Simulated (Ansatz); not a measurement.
## Where the states of O lie

```
CELL_PARAMETERS angstrom
1.42335 0.82177 3.40830
-1.42335 0.82177 3.40830
0.00000 -1.64354 3.40830
ATOMIC_POSITIONS crystal
O 0.05770 0.05770 0.05770
O 0.94230 0.94230 0.94230
```

The cell comes from COD entry 2106431, which wasn't checked; take it as a given geometry.

Solid oxygen carries moments on its molecules; these runs leave spin out.

The calculation used DFT, PBEsol, all-electron LAPW, scalar-relativistic (Ansatz 0.2.0).

The runs use a Γ-centred 10×10×10 k mesh, Fermi–Dirac smearing of 0.02 eV, basis error target 0.5 meV/atom, no spin polarisation.

States per eV and cell, averaged over 0.6 eV, from -9.4 to 1.2 eV, with energies (bin centres) from the Fermi level; empty bins are left out. 

```csv
E (eV),total
-9.2,0.59
-8.6,2.09
-8.0,1.33
-7.4,3.99
-6.8,2.01
-1.4,0.29
-0.8,1.88
-0.2,1.57
0.4,2.76
1.0,0.16
```
